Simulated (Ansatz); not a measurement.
ZnF₂:
```xyz
6
Lattice="4.8008 0.0000 0.0000 0.0000 4.8008 0.0000 0.0000 0.0000 3.1752" Properties=species:S:1:pos:R:3 pbc="T T T"
Zn     0.0000     0.0000     0.0000
Zn     2.4004     2.4004     1.5876
F      1.4612     1.4612     0.0000
F      0.9392     3.8616     1.5876
F      3.3396     3.3396     0.0000
F      3.8616     0.9392     1.5876
```

Relaxed with PBE.

Q: Give the Bader charges and basin volumes of the independent atoms, PBE in the plane-wave PAW code Ansatz.

A: 

```tsv
atom	Bader charge (e)	Bader volume (Å³)
Zn1	+1.48	9.2
F3	-0.74	13.7
```

Space group P4_2/mnm (rutile). The cell was relaxed with PBE under the symmetry of its start.

Potentials: the later of the program's two PAW sets.
